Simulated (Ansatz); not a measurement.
BP:
```cif
data_B4P4
_chemical_formula_sum 'P4 B4'
_space_group_name_H-M_alt 'F-43m'
_space_group_IT_number 216
_space_group_name_Hall 'F -4 2 3'
_cell_length_a 4.53664
_cell_length_b 4.53664
_cell_length_c 4.53664
_cell_angle_alpha 90.000
_cell_angle_beta 90.000
_cell_angle_gamma 90.000
loop_
_atom_site_label
_atom_site_type_symbol
_atom_site_symmetry_multiplicity
_atom_site_Wyckoff_symbol
_atom_site_fract_x
_atom_site_fract_y
_atom_site_fract_z
_atom_site_occupancy
P1 P 4 c 0.25000 0.25000 0.25000 1
B1 B 4 a 0.00000 0.00000 0.00000 1
```
(The calculation used a cell of 2 atoms; values per cell refer to that cell.)

Relaxed with r²SCAN.

Which orbitals make up the states near the band edges in r²SCAN in the plane-wave PAW code Ansatz?

Top 1 eV of the valence band: B 2p 51 %, P 3p 45 %. Bottom 1 eV of the conduction band: P 3p 25 %, B 2s 24 %, B 2p 23 %, P 3s 11 %, outside the projected shells 17 %. Projections are on Löwdin-orthogonalised atomic valence shells; empty p or d shells of many metals are not among them.

Tabulate the density of states.

States/eV per cell of 2 atoms, in 0.25 eV bins, energy from the valence-band maximum.

| E (eV) | total | P 3p | B 2p | B 2s |
|---|---|---|---|---|
| -7.85 | 0.49 | 0.22 | 0.11 | 0.11 |
| -7.60 | 0.40 | 0.18 | 0.09 | 0.08 |
| -7.35 | 0.36 | 0.16 | 0.09 | 0.07 |
| -7.10 | 0.32 | 0.14 | 0.08 | 0.06 |
| -6.85 | 0.28 | 0.12 | 0.07 | 0.05 |
| -6.60 | 0.31 | 0.14 | 0.09 | 0.04 |
| -6.35 | 0.55 | 0.27 | 0.20 | 0.04 |
| -6.10 | 0.78 | 0.40 | 0.30 | 0.05 |
| -5.85 | 0.75 | 0.37 | 0.28 | 0.05 |
| -5.60 | 0.71 | 0.35 | 0.27 | 0.05 |
| -5.35 | 0.71 | 0.35 | 0.27 | 0.05 |
| -5.10 | 0.77 | 0.38 | 0.31 | 0.05 |
| -4.85 | 0.81 | 0.40 | 0.33 | 0.05 |
| -4.60 | 0.89 | 0.44 | 0.37 | 0.04 |
| -4.35 | 1.06 | 0.53 | 0.45 | 0.04 |
| -4.10 | 1.07 | 0.54 | 0.47 | 0.04 |
| -3.85 | 1.03 | 0.52 | 0.45 | 0.03 |
| -3.60 | 1.01 | 0.50 | 0.45 | 0.03 |
| -3.35 | 0.96 | 0.48 | 0.43 | 0.03 |
| -3.10 | 0.94 | 0.47 | 0.43 | 0.02 |
| -2.85 | 0.92 | 0.46 | 0.42 | 0.02 |
| -2.60 | 0.90 | 0.44 | 0.42 | 0.02 |
| -2.35 | 0.86 | 0.42 | 0.40 | 0.01 |
| -2.10 | 0.85 | 0.41 | 0.40 | 0.01 |
| -1.85 | 0.68 | 0.33 | 0.33 | 0.01 |
| -1.60 | 0.50 | 0.24 | 0.24 | 0.01 |
| -1.35 | 0.40 | 0.19 | 0.19 | 0.01 |
| -1.10 | 0.31 | 0.15 | 0.16 | 0.00 |
| -0.85 | 0.25 | 0.11 | 0.12 | 0.00 |
| -0.60 | 0.19 | 0.08 | 0.10 | 0.00 |
| -0.35 | 0.13 | 0.05 | 0.07 | 0.00 |
| -0.10 | 0.03 | 0.01 | 0.02 | 0.00 |
| 0.15 | 0.00 | 0.00 | 0.00 | 0.00 |
| 0.40 | 0.00 | 0.00 | 0.00 | 0.00 |
| 0.65 | 0.00 | 0.00 | 0.00 | 0.00 |
| 0.90 | 0.00 | 0.00 | 0.00 | 0.00 |
| 1.15 | 0.00 | 0.00 | 0.00 | 0.00 |
| 1.40 | 0.01 | 0.00 | 0.00 | 0.00 |
| 1.65 | 0.12 | 0.03 | 0.02 | 0.04 |
| 1.90 | 0.21 | 0.06 | 0.04 | 0.06 |
| 2.15 | 0.30 | 0.07 | 0.07 | 0.07 |
| 2.40 | 0.38 | 0.09 | 0.10 | 0.07 |
| 2.65 | 0.45 | 0.11 | 0.13 | 0.08 |
| 2.90 | 0.52 | 0.13 | 0.15 | 0.08 |
| 3.15 | 0.61 | 0.16 | 0.18 | 0.08 |
| 3.40 | 0.70 | 0.18 | 0.22 | 0.08 |
| 3.65 | 0.82 | 0.23 | 0.27 | 0.08 |
| 3.90 | 0.95 | 0.26 | 0.32 | 0.08 |
| 4.15 | 1.32 | 0.33 | 0.43 | 0.14 |
| 4.40 | 1.67 | 0.38 | 0.56 | 0.18 |
| 4.65 | 0.93 | 0.24 | 0.34 | 0.06 |
| 4.90 | 0.59 | 0.17 | 0.19 | 0.04 |
| 5.15 | 1.11 | 0.38 | 0.34 | 0.08 |
| 5.40 | 1.05 | 0.37 | 0.31 | 0.09 |
| 5.65 | 1.13 | 0.39 | 0.31 | 0.11 |
| 5.90 | 1.29 | 0.43 | 0.34 | 0.12 |
| 6.15 | 1.20 | 0.38 | 0.32 | 0.11 |

The r²SCAN relaxation kept the symmetry of its start.

Potentials: the later of the program's two PAW sets.
